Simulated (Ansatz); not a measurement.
Relaxed-ion elastic tensor of Mo3Os (A15 (Cr3Si type), Pm-3n) in GPa (Voigt order), the program Ansatz at the PBEsol level (PAW); density 13.16 g/cm³, 15.09 Å³ per atom.

```
     1    2    3    4    5    6
-  ---  ---  ---  ---  ---  ---
1  545  194  194  0.0  0.0  0.0
2  194  545  194  0.0  0.0  0.0
3  194  194  545  0.0  0.0  0.0
4  0.0  0.0  0.0  105  0.0  0.0
5  0.0  0.0  0.0  0.0  105  0.0
6  0.0  0.0  0.0  0.0  0.0  105
```

Problem. Is the crystal mechanically stable?

Solution. Yes: the smallest eigenvalue of C is 105 GPa.

Problem. Work out the Voigt, Reuss and Hill averages.

Solution. K_V = 311, K_R = 311, K_H = 311; G_V = 133, G_R = 125, G_H = 129 GPa.

Problem. Give Young's modulus, Poisson's ratio, Pugh's ratio and the universal anisotropy index.

Solution. E = 9KG/(3K + G) = 341 GPa; ν = 0.32; K/G = 2.40 (ductile by the Pugh limit of 1.75); A_U = 5G_V/G_R + K_V/K_R − 6 = 0.32.

Problem. Estimate the sound speeds and the Debye temperature.

Solution. v_l = √((K + 4G/3)/ρ) = 6060 m/s, v_t = √(G/ρ) = 3130 m/s, mean 3510 m/s; Θ = (h/k)(3n/4πV)^(1/3) v_m = 423 K.

Problem. Give the Zener ratio and Young's modulus along [100], [110] and [111].

Solution. A = 2C44/(C11 − C12) = 0.60; 1/E = S11 − 2(S11 − S12 − S44/2)Γ with Γ = 0, 1/4, 1/3 gives 444, 311, 283 GPa.

The first step of the workflow began from a Materials Project structure, measured or hypothetical; the Crystallography Open Database files this formula in space group No. 223, but the cells were not matched. Whether it is the stable phase at ambient conditions was not checked. The PBEsol relaxation kept the symmetry of its start; whether a distortion lowers the energy is not shown. No spin polarisation was allowed. As this level gives no gap, shear constants depend on the k-mesh and smearing (Fermi–Dirac, 0.1 eV here). On the denser mesh and wider smearing of the elastic run this cell carries a stress of 0.3 GPa. Spin–orbit coupling is left out wherever it is not named.

Potentials: the later of the program's two PAW sets.
